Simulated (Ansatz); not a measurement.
## GaN with Be replacing Ga: gradients before and after relaxing the atoms

Start: a supercell of GaN (wurtzite type, P6_3mc) built from an entry of the Crystallography Open Database (COD) (the entry's cell lengths or inner coordinates differ somewhat from later room-temperature determinations), with all atoms left at the host's positions.

```xyz
48
Lattice="6.3600 0.0000 0.0000 -4.7700 8.2619 0.0000 0.0000 0.0000 10.3320" Properties=species:S:1:pos:R:3 pbc="T T T"
Be    0.0000    1.8360    0.0000
Ga    0.0000    1.8360    5.1660
Ga   -1.5900    4.5899    0.0000
Ga   -1.5900    4.5899    5.1660
Ga   -3.1800    7.3439    0.0000
Ga   -3.1800    7.3439    5.1660
Ga    3.1800    1.8360    0.0000
Ga    3.1800    1.8360    5.1660
Ga    1.5900    4.5899    0.0000
Ga    1.5900    4.5899    5.1660
Ga    0.0000    7.3439    0.0000
Ga    0.0000    7.3439    5.1660
Ga    1.5900    0.9180    2.5830
Ga    1.5900    0.9180    7.7490
Ga    0.0000    3.6719    2.5830
Ga    0.0000    3.6719    7.7490
Ga   -1.5900    6.4259    2.5830
Ga   -1.5900    6.4259    7.7490
Ga    4.7700    0.9180    2.5830
Ga    4.7700    0.9180    7.7490
Ga    3.1800    3.6719    2.5830
Ga    3.1800    3.6719    7.7490
Ga    1.5900    6.4259    2.5830
Ga    1.5900    6.4259    7.7490
N     0.0000    1.8360    1.9373
N     0.0000    1.8360    7.1033
N    -1.5900    4.5899    1.9373
N    -1.5900    4.5899    7.1033
N    -3.1800    7.3439    1.9373
N    -3.1800    7.3439    7.1033
N     3.1800    1.8360    1.9373
N     3.1800    1.8360    7.1033
N     1.5900    4.5899    1.9373
N     1.5900    4.5899    7.1033
N     0.0000    7.3439    1.9373
N     0.0000    7.3439    7.1033
N     1.5900    0.9180    4.5203
N     1.5900    0.9180    9.6863
N     0.0000    3.6719    4.5203
N     0.0000    3.6719    9.6863
N    -1.5900    6.4259    4.5203
N    -1.5900    6.4259    9.6863
N     4.7700    0.9180    4.5203
N     4.7700    0.9180    9.6863
N     3.1800    3.6719    4.5203
N     3.1800    3.6719    9.6863
N     1.5900    6.4259    4.5203
N     1.5900    6.4259    9.6863
```

Sites (sets of like atoms) are named by element and the number of their first atom in this list.

Computed with Ansatz: DFT, PBE, plane waves and PAW, scalar-relativistic, 420 eV cutoff, Γ-centred 4×3×2 k-points, Fermi–Dirac smearing 0.01 eV, cell charge -1.

The largest force at the start is 1.4 eV/Å. Relaxing the ions at fixed cell moves them by 0.138 Å at most (atom 40, N) and 0.049 Å rms.

```csv
site,atom,moved (Å),first shell before,first shell after,V_zz before (10²¹ V/m²),η before
Be,1,0.007,4 N at 1.94–1.95 Å,4 N at 1.80–1.83 Å,0.015,0.40
Ga4,4,0.011,4 N at 1.94–1.95 Å,4 N at 1.94–1.95 Å,-0.50,0.49
Ga6,6,0.012,4 N at 1.94–1.95 Å,4 N at 1.94–1.95 Å,-0.52,0.56
Ga7,7,0.025,4 N at 1.94–1.95 Å,4 N at 1.96–1.97 Å,1.53,0.55
Ga8,8,0.013,4 N at 1.94–1.95 Å,4 N at 1.95–1.96 Å,-0.65,0.28
Ga10,10,0.014,4 N at 1.94–1.95 Å,4 N at 1.94–1.95 Å,-0.50,0.50
Ga11,11,0.058,4 N at 1.94–1.95 Å,4 N at 1.94–1.97 Å,-1.58,0.12
Ga13,13,0.072,4 N at 1.94–1.95 Å,4 N at 1.93–1.98 Å,-1.42,0.29
Ga15,15,0.072,4 N at 1.94–1.95 Å,4 N at 1.93–1.97 Å,-1.54,0.04
Ga18,18,0.011,4 N at 1.94–1.95 Å,4 N at 1.95 Å,-0.66,0.05
Ga19,19,0.072,4 N at 1.94–1.95 Å,4 N at 1.93–1.98 Å,-1.42,0.30
Ga21,21,0.012,4 N at 1.94–1.95 Å,4 N at 1.94–1.96 Å,-0.38,0.60
Ga24,24,0.006,4 N at 1.94–1.95 Å,4 N at 1.95 Å,-0.67,0.02
N25,25,0.127,"1 Be at 1.94 Å, 3 Ga at 1.95 Å","1 Be at 1.80 Å, 3 Ga at 1.93 Å",-1.64,0.10
N40,40,0.138,"3 Ga at 1.94–1.95 Å, 1 Be at 1.95 Å","1 Be at 1.81 Å, 3 Ga at 1.94 Å",-1.83,0.24
N44,44,0.130,"3 Ga at 1.94–1.95 Å, 1 Be at 1.95 Å","1 Be at 1.82 Å, 3 Ga at 1.94–1.96 Å",-1.96,0.23
```

Problem. What are V_zz and η after the relaxation?

Solution. 

| site | atom | V_zz after | η after | change of V_zz |
| --- | --- | --- | --- | --- |
| Be | 1 | -0.022 | 0.59 | -0.04 |
| Ga4 | 4 | 0.46 | 0.84 | +0.96 |
| Ga6 | 6 | -0.51 | 0.85 | – |
| Ga7 | 7 | -2.29 | 0.36 | – |
| Ga8 | 8 | 0.49 | 0.91 | +1.14 |
| Ga10 | 10 | -0.44 | 0.99 | – |
| Ga11 | 11 | -2.75 | 0.35 | -1.17 |
| Ga13 | 13 | 2.92 | 0.88 | – |
| Ga15 | 15 | -2.91 | 0.89 | -1.37 |
| Ga18 | 18 | -0.31 | 0.64 | +0.35 |
| Ga19 | 19 | 2.87 | 0.91 | – |
| Ga21 | 21 | 1.32 | 0.36 | – |
| Ga24 | 24 | -0.27 | 0.51 | +0.40 |
| N25 | 25 | -1.66 | 0.03 | -0.02 |
| N40 | 40 | -1.72 | 0.15 | +0.11 |
| N44 | 44 | -1.64 | 0.11 | +0.32 |

The largest change of V_zz along a kept axis is on Ga15, from -1.54 to -2.91. The whole tensor moves most on Ga13, by 2.12 along its most changed direction. Small gradients that grow severalfold: Ga21 (-0.38 to 1.32), Ga17 (0.33 to 1.42), Ga23 (0.29 to 1.31). In per cent, |V_zz| changes by -60 to +89 on Ga, -16 to +1 on N (all sites that start above 0.5, bar those whose gradient vanishes or changes sign or whose main axis turns by over 40°). Where |V_zz| stays above 0.1 and the axes keep their order, η moves most on Ga15, from 0.04 to 0.89. On Ga11, Ga8, Ga4 V_xx and V_yy change places (or their axes turn by over 50°), so the two values of η hide a larger change. V_zz changes sign on Ga8 (axis turned by 39°), Ga4 (axis turned by 24°). On Ga7, Ga19, Ga13, Ga6, Ga10, Ga21, N42, N46 and 19 more sites (not all in the table) the largest principal value lies along another axis in the second run, so the two V_zz can't be compared directly. The table leaves out 32 of the 48 sites, with |V_zz| up to 2.76; their tensors move by 1.50 at most along any direction. The statements above cover all sites. The host's own positions weren't relaxed first, so part of the change far from the defect can be the host's relaxation.

The defect repeats with the cell of 48 atoms, so it feels its images: sites between two images don't show the values beside a lone defect, and zeros or small values of η there can come from the images' arrangement. Ga and N carry a gradient in the pure host already, so the values there aren't the defect's effect alone. A uniform background compensates the cell's charge.
Before: The neighbours have not yet relaxed around the defect (largest force 1.4 eV/Å), so a real crystal will differ.
